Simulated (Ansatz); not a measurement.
BAs:
```
BAs
1.0
    0.00000     2.39195     2.39195
    2.39195     0.00000     2.39195
    2.39195     2.39195     0.00000
As B
1 1
Direct
  0.75000   0.75000   0.75000
  0.00000   0.00000   0.00000
```

Relaxed with r²SCAN.

Give the Bader charges and basin volumes of the independent atoms, the program Ansatz at the r²SCAN level (PAW).



| atom | Bader charge (e) | Bader volume (Å³) |
|---|---|---|
| As1 | -0.21 | 18.6 |
| B2 | +0.21 | 8.7 |

Space group F-43m (zinc blende). The cell was relaxed with r²SCAN under the symmetry of its start.

Potentials: the later of the program's two PAW sets.
